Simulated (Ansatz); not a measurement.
Relaxed Rh (fcc, Cu type):

```yaml
crystal:
  lattice:
    - [3.83026, 0.00000, 0.00000]
    - [0.00000, 3.83026, 0.00000]
    - [0.00000, 0.00000, 3.83026]
  atoms:
    - { symbol: Rh, position: [0.00000, 0.00000, 0.00000] }
    - { symbol: Rh, position: [0.50000, 0.50000, 0.00000] }
    - { symbol: Rh, position: [0.50000, 0.00000, 0.50000] }
    - { symbol: Rh, position: [0.00000, 0.50000, 0.50000] }
```

In each cell atom 1 (Rh, nearest neighbour Rh at 2.708 Å; its periodic images, 3.8 Å or more away, move with it) moves by s·(0.000, 0.000, 1.000) (along Cartesian z), the rest being held.

All values below come from PBE (plane waves to 420 eV, PAW, scalar-relativistic; Ansatz, a quantum-chemistry and plane-wave program). k mesh 10×10×10 (Γ-centred), Fermi-Dirac smearing 0.05 eV. The energy includes the smearing's −TS. Compression counts positive. With partly filled bands, energies and forces of such displacements shift with the k mesh and the smearing. F∥ is the force on the atom along that direction. Rh is run without spin polarisation. Rh was relaxed with its symmetry unable to fall. The PAW data are Ansatz's earlier set. ΔE is measured from the undisplaced structure.

```
s (Å)   ΔE (meV/cell)  P (GPa)  F∥ (eV/Å)
------  -------------  -------  ---------
-0.270            401      4.8      3.063
-0.216            254      3.1      2.386
-0.162            142      1.8      1.766
-0.108             63      0.8      1.171
-0.054             16      0.2      0.585
0.000               0      0.0      0.000
0.054              16      0.2     -0.585
0.108              63      0.8     -1.171
0.162             142      1.8     -1.766
0.216             254      3.1     -2.386
0.270             401      4.8     -3.063
```

Key numbers:

Energy at s = 0.270 Å: 401 meV/cell
Force along the line at s = -0.270 Å: 3.06 eV/Å
Symmetry of the curve: even: the same for both signs
Shape of the curve: a single well with its minimum at or next to zero displacement
Force constant k = d²E/ds² at s = 0 (finite differences): 10.8 eV/Å²
Harmonic estimate at the end of the scan: ½ks² = 395 meV/cell against the computed 401 meV/cell, so the well is close to harmonic there

(A displaced cell: forces are minus the slopes of the energy, force constants its curvatures, and phonons follow from these.)
